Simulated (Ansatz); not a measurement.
This NbC4 structure is the end of a relaxation. The cell was found from a structure generator's guess, not taken from experiment.

Computed with Ansatz, DFT PBE, scalar-relativistic, plane waves, PAW. Cutoff 420 eV, Γ-centred mesh, Gaussian smearing, no spin polarisation.

```
CELL_PARAMETERS angstrom
3.12839 0.00000 0.00000
-1.56419 2.70926 0.00000
0.00000 0.00000 8.06179
ATOMIC_POSITIONS crystal
Nb 0.00000 0.00000 0.50000
C 0.00000 0.00000 0.08069
C 0.00000 0.00000 0.91931
C 0.00000 0.00000 0.23984
C 0.00000 0.00000 0.76016
```

Energies over the elements count from the elements' standard structures at the same level, with no fitted energy shifts.

(1) What space group does it have?

(2) What is its formation energy per atom?

(3) Is it a metal?

## Answers

(1) P6/mmm (No. 191). Conventional cell: a = 3.128 Å, c = 8.062 Å. Nb is surrounded by 2 C at 2.10 Å; C on its first site has 2 C at 1.28–1.30 Å; C on its second site has 1 C at 1.28 Å and 1 Nb at 2.10 Å.

(2) +1.34 eV/atom. A positive value: parting into the elements would lower its energy.

(3) Yes, bands cross the Fermi level on the 12×12×6 mesh.

The last run used a 12×12×6 mesh (in the run's order of axes) for its 5-atom cell and Gaussian smearing of 0.10 eV. The reference form of C is held partly by dispersion forces, which this level lacks. A structure relaxed within its symmetry needn't be a true minimum. Another cell of NbC4 relaxed alike, in I4/mmm, lies 0.59 eV/atom lower, so this cell isn't the stable form at this level.
